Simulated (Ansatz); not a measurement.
Polymorphs of Si, each relaxed with plane-wave PAW HSE06 (Ansatz code):

A: diamond (Fd-3m)
a = 5.440 Å, b = 5.440 Å, c = 5.440 Å, α = 90.00°, β = 90.00°, γ = 90.00°

```tsv
atom	site	symmetry	x	y	z
Si	8a	-43m	0.0000	0.0000	0.0000
```

B: I4/mmm
a = b = 6.650 Å, c = 3.844 Å, α = β = γ = 90.00°

| atom | site | symmetry | x | y | z |
|---|---|---|---|---|---|
| Si | 8h | m.2m | 0.1787 | 0.1787 | 0.0000 |

Q: Put the candidates in order of energy per atom at 0 K, lowest first, for HSE06.

A: A (+0 meV/atom), B (+112 meV/atom)

Q: Give each one's gap.

A: A 1.14 eV; B 0.77 eV.

Not the usual ambient phase: B. All cells were relaxed under the symmetry of their starts (and spin orders); stability against distortions was not tested throughout.

Potentials: the later of the program's two PAW sets.
